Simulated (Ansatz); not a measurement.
# Zr2Au squeezed and stretched

A database entry relaxed whole under r2SCAN (I4/mmm):

```yaml
crystal:
  lattice:
    - [-1.64666, 1.64666, 5.84821]
    - [1.64666, -1.64666, 5.84821]
    - [1.64666, 1.64666, -5.84821]
  atoms:
    - { symbol: Zr, position: [0.34031, 0.34031, 0.00000] }
    - { symbol: Zr, position: [0.65969, 0.65969, 0.00000] }
    - { symbol: Au, position: [0.00000, 0.00000, 0.00000] }
```

The cell was scaled uniformly, its shape held, and the atoms relaxed at each volume with plane-wave PAW DFT (Ansatz 0.2.0; r2SCAN, 500 eV, 13×13×13 Γ-centred mesh, fermi-dirac occupations of width 0.100 eV; no spin, no spin-orbit coupling). One row is withheld.

```csv
volume (Å³/atom),energy over the lowest (meV/atom),pressure (GPa)
19.875,33.1,8.92
20.297,14.1,5.64
20.720,3.3,2.67
21.143,0.0,-0.01
21.566,3.4,-2.43
21.989,?,?
22.412,27.9,-6.57
```

Task: Fit the pressures of the other rows to the third-order Birch-Murnaghan form.

Result: With f = [(V₀/V)^(2/3) − 1]/2 and P = 3B₀f(1 + 2f)^(5/2)[1 + 3(B₀′ − 4)f/2], least squares gives V₀ = 21.14 Å³ an atom, B₀ = 127 GPa and B₀′ = 4.1; the rows miss the fit by less than 0.01 GPa. The slope of the energies differs from these pressures by 0.07 GPa, since they are taken to zero smearing while pressures follow the free energy.

Task: What does the withheld row hold?

Result: The fit gives -4.61 GPa at 21.989 Å³; the run gave -4.61 GPa and 12.9 meV an atom.

Caveats: the shape of the cell was held, so B₀ is an upper bound where the axes differ in stiffness; 0 K, fixed nuclei; the symmetry was kept, and this need not be the phase that is stable at 0 K; one mesh for all volumes; pressure is positive in compression.
